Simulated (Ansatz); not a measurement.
## SiO2 — quadrupolar parameters

The cell is an entry of the Crystallography Open Database (COD) (listed for 0.2 GPa), its atoms then relaxed with PBE in this cell.

Space group P4_12_12 (No. 92); a = 4.9501, c = 6.8760 Å.

| site | Wyckoff | site symmetry | x | y | z |
| --- | --- | --- | --- | --- | --- |
| Si | 4a | ..2 | 0.3076 | 0.3076 | 0.0000 |
| O | 8b | 1 | 0.2355 | 0.1212 | 0.1877 |

One atom of each set is listed.

Method: Kohn–Sham DFT in Ansatz, r2SCAN, plane waves and PAW, scalar-relativistic, 500 eV cutoff, Γ-centred 5×5×4 k-points, Fermi–Dirac smearing 0.02 eV.

C_Q = eQV_zz/h, which is 24.18 MHz for Q = 1 b and V_zz = 10²¹ V/m²; η = (V_xx − V_yy)/V_zz. ν_Q = 3|C_Q|/[2I(2I − 1)].

¹⁷O: I = 5/2, Q = -25.58 mb. Quadrupole moments are those of Pyykkö's year-2017 table.

Task: Which values are expected at the nuclei?

Result: 

```
site  atoms                      first shell  C_Q (MHz)     η  ν_Q (MHz)
   O      8  2 Si at 1.62–1.63 Å, angle 141°      -5.70  0.21      0.855
```

At O V_zz runs parallel to the line that joins its two neighbours (within 1°).

Si has no stable isotope with a ground-state quadrupole moment in the table, so these sites are left out.

The largest force is 0.3 eV/Å, so the atoms aren't at the calculated equilibrium and relaxing them would move these values.
